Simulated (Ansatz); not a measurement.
Starting cell, ScCu (CsCl type):

```
CELL_PARAMETERS angstrom
      6.33192     0.00000     0.00000
      3.16596     3.16596     0.00000
      3.16596     0.00000     3.16596
ATOMIC_POSITIONS crystal
  Sc 0.75000 0.50000 0.50000
  Sc 0.25000 0.50000 0.50000
  Cu 0.00000 0.00000 0.00000
  Cu 0.50000 0.00000 0.00000
```

The atoms are displaced by Q × the pattern below (from a DFPT mode at R = (0.5, 0.5, 0.5), largest move 1; Q in Å), at fixed cell. It is one choice among 3 degenerate patterns. (q is in reciprocal vectors of the primitive cell; the cell shown is doubled to hold the pattern.)

```
atom      x      y       z
----  -----  -----  ------
Cu3   0.000  0.000   1.000
Cu4   0.000  0.000  -1.000
```

Atoms not listed stay in place.

Method: LDA (plane waves to 420 eV, PAW, scalar-relativistic; Ansatz, a program for electronic structure). k mesh 15×15×15 (Γ-centred), Fermi-Dirac smearing 0.05 eV. With partly filled bands, energies and forces of such displacements shift with the k mesh and the smearing. ScCu is run without spin polarisation. ScCu was relaxed with its symmetry unable to fall. The relaxed volume of ScCu is well below the measured one. 

| Q (Å) | −dE/dQ from forces (eV/Å) |
|---|---|
| -0.100 | 0.337 |
| -0.083 | 0.272 |
| -0.067 | 0.211 |
| -0.050 | 0.155 |
| -0.033 | 0.102 |
| -0.017 | 0.050 |
| 0.000 | 0.000 |
| 0.017 | -0.050 |
| 0.033 | -0.102 |
| 0.050 | -0.155 |
| 0.067 | -0.211 |
| 0.083 | -0.272 |
| 0.100 | -0.337 |

Q: What harmonic wavenumber does the curvature at Q = 0 give?

A: 80 cm⁻¹. E″ = 3.01 eV/Å², M = Σ mᵢ|uᵢ|² = 127.1 u, ν̃ = 521.5·√(|E″|/M).

(A displaced cell: forces are minus the slopes of the energy, force constants its curvatures, and phonons follow from these.)
